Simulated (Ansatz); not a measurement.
A plane-wave DFT run in Ansatz 0.2.0 (scalar-relativistic PAW potentials unless the input names others): input and command.

```yaml
crystal:
  lattice:
    - [3.1414322221, 0.0, 0.0]
    - [-1.570716111, 2.7205601086, 0.0]
    - [0.0, 0.0, 43.2758314468]
  atoms:
    - { symbol: S, position: [0.3333333333, 0.6666666667, 0.1733570349] }
    - { symbol: Mo, position: [0.6666666667, 0.3333333333, 0.2093483111] }
    - { symbol: S, position: [0.3333333333, 0.6666666667, 0.2453777674] }
    - { symbol: S, position: [0.6666666667, 0.3333333333, 0.3185987753] }
    - { symbol: Mo, position: [0.3333333333, 0.6666666667, 0.3546248248] }
    - { symbol: S, position: [0.6666666667, 0.3333333333, 0.3906509051] }
    - { symbol: S, position: [0.3333333333, 0.6666666667, 0.4639741982] }
    - { symbol: Mo, position: [0.6666666667, 0.3333333333, 0.5000000183] }
    - { symbol: S, position: [0.3333333333, 0.6666666667, 0.5360258392] }
    - { symbol: S, position: [0.6666666667, 0.3333333333, 0.6093492123] }
    - { symbol: Mo, position: [0.3333333333, 0.6666666667, 0.6453752888] }
    - { symbol: S, position: [0.6666666667, 0.3333333333, 0.6814013353] }
    - { symbol: S, position: [0.3333333333, 0.6666666667, 0.7546221017] }
    - { symbol: Mo, position: [0.6666666667, 0.3333333333, 0.7906515555] }
    - { symbol: S, position: [0.3333333333, 0.6666666667, 0.8266428321] }
basis:
  ecutwfc: 420
kpoints:
  mp_grid: { grid: [9, 9, 1] }
hamiltonian:
  xc: pbesol
scf:
  occupations: { method: gaussian, width: 0.05 }
  max_iter: 80
output:
  forces: true
  eigenvalues: true
efield:
  axis: 3
  dipole_correction: true
  ramp_width: 0.04
magnetization:
  spin_polarized: many
```

```bash
ansatz run input.yaml --threads 2 --pin off --max-ram 5120MiB --backend cpu --events-out ev --progress --plain --runs-dir out
```

What will the program do with this input?

The program refuses it, because of a value of the wrong type (magnetization.spin_polarized: not typed → "many"). Without that key it is accepted.

Abridged log:
```
Error: YAML parse error: error: line 39 column 19: invalid boolean (strict mode expects true/false)
  --> <input>:39:19
   |
37 |   ramp_width: 0.04
38 | magnetization:
39 |   spin_polarized: many
   |                   ^ invalid boolean (strict mode expects true/false)
```